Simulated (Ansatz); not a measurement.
Relaxed candidate structures of LaHO2:

A. R3m, hexagonal axes (No. 160), hR8; a = b = 6.2503 Å, c = 10.3580 Å, α = β = 90.00°, γ = 120.00°; H 3a (0.000, 0.000, 0.347); H 3a (0.000, 0.000, 0.166); La 3a (0.000, 0.000, 0.930); La 3a (0.000, 0.000, 0.599); O 9b (0.508, 0.016, 0.133); O 3a (0.000, 0.000, 0.255); non-magnetic

B. Pmma (No. 51), oP8; a = 5.762 Å, b = 3.768 Å, c = 4.826 Å, α = β = γ = 90.00°; H 2c (0.000, 0.000, 0.500); La 2a (0.000, 0.000, 0.000); O 2f (0.250, 0.500, 0.012); O 2e (0.250, 0.000, 0.511); non-magnetic

C. Cmcm (No. 63), oS16; a = 3.444 Å, b = 17.538 Å, c = 3.672 Å, α = β = γ = 90.00°; H 4c (0.000, 0.013, 0.250); O 4c (0.000, 0.068, 0.250); O 4c (0.000, 0.199, 0.750); La 4c (0.000, 0.663, 0.250); non-magnetic

Problem. Rank these by energy per atom (lowest first), as r2SCAN (plane waves to 500 eV, PAW, scalar-relativistic; Ansatz, a quantum-chemistry and plane-wave program) gives it.

Solution. C (reference, the lowest of the structures calculated here), A (+504 meV/atom), B (+796 meV/atom)

Problem. Give each candidate's band gap.

Solution. No candidate is metallic. A: 3.90 eV (no spin-orbit coupling); B: 0.54 eV (no spin-orbit coupling); C: 2.90 eV (no spin-orbit coupling).

Each run could gain symmetry but not lose that of its start, so entries can be saddle points. All of these are generated cells (placed on structure types, drawn at random, substituted or restacked) that were not matched to a known phase here. Each structure is listed in the lowest spin state found for it. The real structure of this composition may not be among these, and whether this composition forms is not checked here. Static energies at zero pressure. Each cell has its own k-point mesh; energy differences are given only to the digits this allows. No spin polarisation in the result. Without a van der Waals term the distances between weakly bound units are poorly fixed.
